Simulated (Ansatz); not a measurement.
SiGe in space group R-3m (No. 166; Si on 6c, Ge on 6c) at seven volumes, plane-wave PAW PBEsol (Ansatz code), shape and atoms relaxed at each. One row is withheld.

| V (Å³/atom) | P (GPa) |
|---|---|
| 19.362 | 9.43 |
| 20.000 | ? |
| 20.638 | 2.64 |
| 21.277 | 0.00 |
| 21.915 | -2.24 |
| 22.553 | -4.13 |
| 23.192 | -5.72 |

Q: Fit the shown pressures and predict the withheld one.

A: Third-order Birch–Murnaghan: P = (3/2)B₀(x^(7/2) − x^(5/2))[1 + (3/4)(B′ − 4)(x − 1)] with x = (V₀/V)^(2/3). Least squares on the six rows gives V₀ = 21.276 Å³/atom, B₀ = 80.73 GPa, B′ = 4.54. At V = 20.000, x = 1.0421 and P = 5.75 GPa. The run itself gave 5.76 GPa.

The start of the workflow was typed in or built on a structure type; neither database checked (COD, Materials Project) lists it. Its standing as an ambient phase is unchecked. The PBEsol relaxation kept the symmetry of its start; its stability against distortions is not shown here.

Potentials: the later of the program's two PAW sets.
